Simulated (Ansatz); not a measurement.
**Zone-centre phonons of Zr3N2: input and output**

The calculation used DFT LDA, scalar-relativistic, plane waves, PAW in Ansatz.

Launched with:
```bash
ansatz run input.yaml --threads 4 --pin off --max-ram 12288MiB --backend cpu --events-out ev --progress --plain --runs-dir out
```

Input (bare energies are in eV):
```yaml
crystal:
  lattice:
    - [2.7809832597, 1.6056014336, 5.1629522122]
    - [-2.7809832597, 1.6056014336, 5.1629522122]
    - [0.0, -3.2112028671, 5.1629522122]
  atoms:
    - { symbol: Zr, position: [0.4247852443, 0.0752147557, 0.75] }
    - { symbol: Zr, position: [0.0752147557, 0.75, 0.4247852443] }
    - { symbol: Zr, position: [0.75, 0.4247852443, 0.0752147557] }
    - { symbol: Zr, position: [0.25, 0.5752147557, 0.9247852443] }
    - { symbol: Zr, position: [0.9247852443, 0.25, 0.5752147557] }
    - { symbol: Zr, position: [0.5752147557, 0.9247852443, 0.25] }
    - { symbol: "N", position: [0.3387103973, 0.3387103973, 0.3387103973] }
    - { symbol: "N", position: [0.1612896027, 0.1612896027, 0.1612896027] }
    - { symbol: "N", position: [0.8387103973, 0.8387103973, 0.8387103973] }
    - { symbol: "N", position: [0.6612896027, 0.6612896027, 0.6612896027] }
basis:
  ecutwfc: 420
kpoints:
  mp_grid: { grid: [12, 12, 12] }
hamiltonian:
  xc: lda
scf:
  occupations: { method: fermi_dirac, width: 0.15 }
output:
  eigenvalues: true
phonons:
  method: dfpt
  eigenvectors: true
```

The end of the output:
```
--- Phonons (Γ-DFPT): 5 representative perturbations + reference, on 868 of 1728 k-points (Σ response iterations 43) ---
  k mesh reduced under 1 symmetry operation, with k and −k counted as one. Each operation leaves every solved perturbation unchanged. A smaller set is not used because it would not reduce the number of displacements ...
  ASR residual: 5.678e-4 → 0.000e0 eV/Å²; symmetrization residual: 5.495e-6 eV/Å²
  ASR residual per site (eV/Å²): 5.68e-4 5.68e-4 5.68e-4 5.68e-4 5.68e-4 5.68e-4 9.63e-5 9.63e-5 9.63e-5 9.63e-5
  Γ frequencies (cm⁻¹): 0.00 0.00 0.00 150.39 150.39 183.06 183.06 197.00 197.00 214.62 214.62 215.31 217.89 217.89 238.08 249.77 285.30 291.65 432.96 480.15 487.02 487.02 497.84 497.84 512.09 512.09 538.10 ...
  non-analytic LO–TO correction: not included (Born effective charges unavailable; polar crystals: no LO–TO splitting at Γ)
```

The run took 44 min on 4 threads of Oxide Virtual Turin-like Processor (Zen 5) (shared host), peak memory 6.9 GiB.

In a metal, frequencies and elastic constants depend on the k mesh and the smearing, soft modes and shear constants most.